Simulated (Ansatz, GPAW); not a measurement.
# Ta4NiO11: programs and potentials compared

```
Ta Ni O
1.0
     1.95495  -14.82973    0.00000
     1.95495   14.82973    0.00000
     0.00000    0.00000    3.88590
Ta Ni O
4 1 11
Cartesian
  1.9549 8.7682 0.0000
  1.9549 -12.5907 0.0000
  1.9549 12.5907 0.0000
  1.9549 -8.7682 0.0000
  1.9549 0.0000 0.0000
  1.9549 10.6813 0.0000
  1.9549 -6.5568 0.0000
  1.9549 1.8849 0.0000
  1.9549 -1.8849 0.0000
  0.0000 0.0000 0.0000
  1.9549 -10.6813 0.0000
  1.9549 6.5568 0.0000
  1.9549 -12.6913 1.9429
  1.9549 12.6913 1.9429
  1.9549 -8.7306 1.9429
  1.9549 8.7306 1.9429
```

The cell comes from a database or a generator and needn't be the stable form of this composition.

Alike in all runs: task single point; functional PBE; k mesh 7 × 7 × 7; occupations fermi-dirac, width 0.05 eV; collinear spin, ferromagnetic start; no spin-orbit coupling. Pressure is positive in compression and, in plane waves, holds the error of the finite cutoff, which Ansatz's Pulay term estimates and takes out.

```tsv
program and potentials	plane-wave cutoff (eV)	notes	pressure (GPa)	net moment per atom (μB)	largest force (eV/Å)
Ansatz, Ansatz PAW	420	8.5 valence electrons an atom on average	?	?	?
Ansatz, all-electron LAPW, scalar-relativistic	-	-	0.21	0.05	0.062
GPAW, GPAW PAW data sets (gpaw-data 1.2.1)	800	8.38 valence electrons an atom on average; this data set often lies off other programs	1.34	0.05	0.230
```

Q: Estimate from the other rows what the run with Ansatz, Ansatz PAW gave.

A: Pressure 0.10 GPa; net moment per atom 0.05 μB; largest force 0.053 eV/Å. Its pressure holds a Pulay term of +0.60 GPa. The other rows, which needn't bracket it: pressure 0.21 to 1.34; net moment per atom 0.05; largest force 0.062 to 0.230.
